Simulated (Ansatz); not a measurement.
MoSi₂ (MoSi2 type, space group I4/mmm)

```xyz
3
Lattice="-1.6085 1.6085 3.9366 1.6085 -1.6085 3.9366 1.6085 1.6085 -3.9366" Properties=species:S:1:pos:R:3 pbc="T T T"
Mo     0.0000     0.0000     0.0000
Si     0.0000     0.0000     2.6384
Si     0.0000     0.0000     5.2348
```

This relaxed cell (volume V₀) is scaled evenly in all directions, its shape held. The atoms relax within the cell's symmetry.

The numbers are results of PBE (plane waves to 420 eV, PAW, scalar-relativistic; Ansatz, a quantum-chemistry and plane-wave program), not measurements. k mesh 20×20×20 (Γ-centred), Fermi-Dirac smearing 0.05 eV. E stands for the smeared free energy. Compression counts positive. MoSi2 is run without spin polarisation. MoSi2 was relaxed with its symmetry unable to fall. The PAW data are Ansatz's earlier set. ΔE is measured from the relaxed starting cell.

```csv
V/V₀,ΔE (kJ/mol of atoms),P (GPa)
0.940,___,14.6
0.955,1.8,10.5
0.970,0.8,6.7
0.985,0.2,3.2
1.000,0.0,0.0
1.015,0.2,-3.0
1.030,0.7,-5.7
1.045,1.6,-8.2
1.060,2.7,-10.5
```

Problem. What belongs in the gaps?

Solution. 
- 0.940, ΔE (kJ/mol of atoms): 3.4

(Under strain, the slope of the energy per volume gives the stress and its curvature an elastic modulus.)
